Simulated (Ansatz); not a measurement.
CuI (wurtzite)

```xyz
4
Lattice="4.1865 0.0000 0.0000 -2.0933 3.6256 0.0000 0.0000 0.0000 6.8972" Properties=species:S:1:pos:R:3 pbc="T T T"
Cu     2.0933     1.2085     6.0262
Cu     0.0000     2.4171     2.5776
I      2.0933     1.2085     3.4575
I      0.0000     2.4171     0.0089
```

The slice is a (1 -1 0 0) plane (indices of the conventional cell) through the point (0.667, 0.333, 0.501) (fractional), spanned by u = [110] and v = [001] in vectors of this cell: u (4.19 Å) and v (6.90 Å, at 90° to u). It covers one period; positions are fractions (u, v).

Computed with PBEsol (plane waves to 420 eV, PAW, scalar-relativistic; Ansatz, a quantum-chemistry and plane-wave program). k mesh 9×9×5. Near the nuclei the fields are pseudised (PAW); where an atom keeps semicore shells as valence, they peak there. CuI is run without spin polarisation. CuI was relaxed with its symmetry unable to fall. Spin-orbit coupling is left out, though I is heavy. The PAW data are Ansatz's earlier set. This is one of several known forms of CuI; the measured ambient cells at hand have space group No. 156 or 216.

Task: Sketch the valence electron density on this plane as a map.

Result: 
```
|####++==--::::::--==++##|
|**++==--::::::::::--==++|
|==----::::::::::::::----|
|::::::......::......::::|
|........................|
|        ..........      |
|      ......::......    |
|........::::::::::......|
|::::::::::------::::::::|
|==----::----------::----|
|##**==--------------==**|
|@@%%++--::::::::::--++%%|
|@@%%++--::::::::::--++%%|
|##**==::..........::==**|
|====--::..      ..::--==|
|----::::..      ..::::--|
|====--::..      ..::--==|
|**++==--::..  ..::--==++|
|####++--::......::--++##|
|%%##++==--::..::--==++##|
```
Scale: ten equal steps from -1.67 (start of ' ') to 1.79 (end of '@'), in the order ' .:-=+*#%@'. Values: log₁₀ of the valence density in e/Å³. The map has 12 points along u (two characters each, u = 0 at the left) and 20 along v (v = 0 in the bottom row). The scale is logarithmic, as a density can span decades between atoms and voids.
